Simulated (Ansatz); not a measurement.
Computed properties of Ti

Ti:
```cif
data_Ti4
_chemical_formula_sum 'Ti4'
_space_group_name_H-M_alt 'Fm-3m'
_space_group_IT_number 225
_space_group_name_Hall '-F 4 2 3'
_cell_length_a 4.10316
_cell_length_b 4.10316
_cell_length_c 4.10316
_cell_angle_alpha 90.000
_cell_angle_beta 90.000
_cell_angle_gamma 90.000
loop_
_atom_site_label
_atom_site_type_symbol
_atom_site_symmetry_multiplicity
_atom_site_Wyckoff_symbol
_atom_site_fract_x
_atom_site_fract_y
_atom_site_fract_z
_atom_site_occupancy
Ti1 Ti 4 a 0.00000 0.00000 0.00000 1
```
(The calculation used a cell of 1 atom; values per cell refer to that cell.)

Space group Fm-3m (No. 225), fcc (Cu type); conventional cell a = b = c = 4.1032 Å, α = β = γ = 90.00°.

Method: the program Ansatz at the r²SCAN+D4 level (PAW). Geometry: relaxed at this level of theory. Other levels are named where they apply.

Cell and energy:

```yaml
volume_per_atom: 17.27 Å³
density: 4.60 g/cm³
```

Electronic structure:

```yaml
electronic_character: metallic (no gap)
Density of states at the Fermi level: 1.6 states/eV per atom (mean over ±0.08 eV)
```

Mechanics:

```yaml
Bulk modulus (Birch–Murnaghan fit): 112 GPa
Pressure derivative B′: 3.2
Elastic constants (relaxed ions, GPa): C11 = 131, C12 = 103, C44 = 68.6
mechanical_stability: stable (all eigenvalues of C positive)
hill_bulk_and_shear_moduli: 113 and 36.7 GPa
Young's modulus: 99.3 GPa
Poisson's ratio: 0.35
debye_temperature_from_the_elastic_constants: 366 K
```

The workflow started from an entry of the Crystallography Open Database (COD), which files this formula under 3 space groups. It is not the phase usual at ambient conditions (space group No. 194). The r²SCAN+D4 relaxation kept the symmetry of its start; whether a distortion lowers the energy is not shown. The run is not spin-polarised. The pairwise dispersion correction was not fitted to metals. As this level gives no gap, shear constants depend on the k-mesh and smearing (Fermi–Dirac, 0.1 eV here).

Potentials: the later of the program's two PAW sets.
